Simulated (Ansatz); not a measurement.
Lattice vibrations of ZnC$_{2}$ at Γ at 40 GPa

Level of theory: DFT LDA, scalar-relativistic, plane waves, PAW in Ansatz. Settings: 420 eV plane-wave cutoff, Γ-centred 8×8×8 mesh, fixed occupations. No spin polarisation. Phonons by linear response, acoustic sum rule imposed.

The cell, relaxed at 40 GPa:
```
Zn C
1.0
    -1.60949    1.60949    2.51243
     1.60949   -1.60949    2.51243
     1.60949    1.60949   -2.51243
Zn C
1 2
Direct
  0.00000 0.00000 0.00000
  0.62287 0.62287 0.00000
  0.37713 0.37713 0.00000
```

Its imaginary modes show that this cell, built by swapping an element in a database structure, isn't a minimum of the energy. The bands were filled as in an insulator; under compression the gap may have closed between mesh points.

Optical modes at Γ (transverse, no macroscopic field); i marks an imaginary frequency:
| frequency (THz) | degeneracy | IR intensity of the level ((D/Å)²/amu) |
| --- | --- | --- |
| 5.53i | 2 | 19.35 |
| 12.20 | 2 | 0.00 |
| 18.27 | 1 | 2.18 |
| 60.92 | 1 | 0.00 |

2 of the 6 optical modes are unstable, so the structure is a saddle point of the energy and would distort without enlarging its cell.

| Item | Value |
| --- | --- |
| Electronic dielectric constant ε∞ (principal values) | 7.08, 7.08, 8.59 |
| Refractive index √ε∞, mean | 2.75 |
| Kohn–Sham gap on the mesh | 0.38 eV |

Born effective charges (e):
```
       atom Z*xx Z*yy Z*zz mean
Zn (atom 1)   2.71   2.71   1.29   2.24
 C (atom 2)  -1.36  -1.36  -0.64  -1.12
```

Whether ZnC2 exists in this form wasn't checked.